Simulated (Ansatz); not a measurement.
TiGeS3 in space group Pnma (No. 62; Pearson symbol oP20), LDA in the plane-wave PAW code Ansatz, all energies at zero smearing, with the estimated change up to a 700 eV cutoff added, with one set of potentials and settings (totals compare only within such a set). Cell of 20 atoms (4 Ti, 4 Ge, 12 S): -37117.411 eV.

| element | reference phase | E (eV/atom) |
|---|---|---|
| Ti | P6/mmm, 3 atoms in the cell | -2450.3259 |
| Ge | Fd-3m, 2 atoms in the cell | -4215.7216 |
| S | Fddd, 32 atoms in the cell | -869.4931 |

Formation energy per atom, worked out: (-37117.411 − 4×(-2450.3259) − 4×(-4215.7216) − 12×(-869.4931))/20 = -0.965 eV/atom (-93 kJ per mol of atoms), at 0 K, without zero-point energy or fitted corrections.

The first step of the workflow began from a Materials Project structure, measured or hypothetical; the Crystallography Open Database files this formula in space group No. 62, but the cells were not matched. Its standing as an ambient phase is unchecked. The cell was relaxed with LDA under the symmetry of its start; its stability against distortions is not shown here. The run is not spin-polarised. A crystal of weakly bound chains computed without a dispersion correction: the cell and the soft elastic constants depend strongly on that. The references are the lowest solids computed at this level, not always the standard phases.

Potentials: the later of the program's two PAW sets.
